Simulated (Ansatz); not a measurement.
Si₃N, all-electron reference calculation

Cell: Si₃N placed on the sites of a small cell holding one bonded unit (a generated, not necessarily known, phase), then sheared and rattled.

Level of theory: PBE (all-electron LAPW, scalar-relativistic, point nuclei; Ansatz). Sampling: 2×2×2 (half-step shift) mesh with 0.15 eV Fermi–Dirac smearing (a coarse mesh, not converged over the zone). For a metal, stress, forces and moments on so few k-points can be far from the converged ones. Spin-restricted. The cell's electron count is odd, so a run with spin could end lower.

Extended XYZ with forces in eV/Å (energy in eV, pressure in GPa):

```xyz
4
Lattice="-0.1170 3.5113 3.5563 3.3960 -0.0883 3.5276 3.4644 3.5510 -0.1567" Properties=species:S:1:pos:R:3:forces:R:3 pbc="T T T" free_energy=-25161.4264 pressure=15.43
N     3.0386    5.0462    3.5741   -6.8226   -0.3962    2.1546
Si    3.3806    6.3242    2.7195    1.0000    6.9988   -3.9831
Si    3.0124    3.7305    2.6646   -1.4430   -6.0697   -4.0138
Si    4.3163    4.8593    4.4525    7.2657   -0.5329    5.8422
```

Stress (GPa; xx, yy, zz, yz, xz, xy; compression positive): 8.27, 23.33, 14.70, -2.33, 9.17, 2.19.

Problem. What does r2SCAN by all-electron PAW datasets generated for the cell without frozen cores, scalar-relativistic, point nucleus give for this geometry?

Solution. Compared with PBE, the pressure falls by 1.45 GPa to 13.98 GPa, and the forces move by 0.347 eV/Å (r.m.s. over the atoms).

```
atom  Fx (eV/Å)  Fy (eV/Å)  Fz (eV/Å)
  N1     -6.465     -0.511      1.977
 Si2      0.978      6.762     -3.809
 Si3     -1.506     -5.807     -3.832
 Si4      6.992     -0.443      5.663
```

Problem. What does LDA (PW92) by all-electron full-potential LAPW, scalar-relativistic, point nucleus give for this geometry?

Solution. Relative to PBE, the pressure decreases by 3.14 GPa to 12.29 GPa, and the forces move by 0.540 eV/Å (r.m.s. over the atoms).

Forces in eV/Å:
```
N1   -6.292 -0.422  1.895
Si2   0.900  6.555 -3.695
Si3  -1.420 -5.660 -3.754
Si4   6.812 -0.473  5.555
```
